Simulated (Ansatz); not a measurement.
S (bcc (W type), space group No. 229) at seven volumes, r²SCAN+D4 in the plane-wave PAW code Ansatz, scaled uniformly. One row is withheld.

```csv
V (Å³/atom),P (GPa)
14.184,10.56
14.651,6.54
15.119,3.03
15.586,-0.01
16.054,-2.63
16.522,?
16.989,-6.71
```

Q: Fit the shown pressures and predict the withheld one.

A: Third-order Birch–Murnaghan: P = (3/2)B₀(x^(7/2) − x^(5/2))[1 + (3/4)(B′ − 4)(x − 1)] with x = (V₀/V)^(2/3). Least squares on the six rows gives V₀ = 15.586 Å³/atom, B₀ = 92.87 GPa, B′ = 4.02. At V = 16.522, x = 0.9619 and P = -4.82 GPa. The run itself gave -4.81 GPa.

Space group Im-3m (bcc (W type)). The cell is a constructed one: a structure type filled with these elements; neither database checked (COD, Materials Project) lists it. It is not the phase usual at ambient conditions (space group No. 70). Symmetry was held in the r²SCAN+D4 relaxation. At this level the phase is mechanically unstable.

Potentials: the later of the program's two PAW sets.
